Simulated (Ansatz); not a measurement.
Given:

B4C:
Space group Cm (No. 8); a = 8.7427 Å, b = 5.5797 Å, c = 5.0278 Å, α = γ = 90.00°, β = 118.74°

```csv
atom,site,symmetry,x,y,z
B,2a,m,0.0083,0.5000,0.1616
B,4b,1,0.3371,0.1609,0.5160
B,4b,1,0.1684,0.3375,0.4946
B,2a,m,0.1929,0.5000,0.8192
B,2a,m,0.3104,0.0000,0.1881
B,4b,1,0.4426,0.2545,0.3049
B,4b,1,0.0607,0.2432,0.7012
B,2a,m,0.4996,0.5000,0.0121
C,2a,m,0.4967,0.0000,0.8244
C,2a,m,0.3744,0.5000,0.1187
C,2a,m,0.1215,0.0000,0.8964
```
(The calculation used a cell of 15 atoms; values per cell refer to that cell.)

This is the PBEsol-relaxed structure.

Task: All from PBEsol (plane waves, PAW; program Ansatz), unless another level is named. Estimate the formation energy from the elements (no fitted shifts).

Result: -103 meV/atom.

Task: Next, the HSE06 gap on the PBEsol cell?

Result: 3.75 eV.

Task: Give the hole effective mass.

Result: 0.36, 0.64, 1.3 mₑ (principal values).

Task: Give the weight of the conduction-edge state by species (Voronoi cells).

Result: B 86 %, C 14 %.

Task: Next, the weight of the valence-edge state by species (Voronoi cells)?

Result: B 86 %, C 14 %.

The workflow started from a Materials Project entry (that database holds measured and hypothetical structures alike); the Crystallography Open Database copy checked does not list it. Whether it is the stable phase at ambient conditions was not checked. The cell was relaxed with PBEsol under the symmetry of its start; phonons on a q-mesh show no instability. The references are the lowest solids computed at this level, not always the standard phases.

Potentials: the later of the program's two PAW sets.
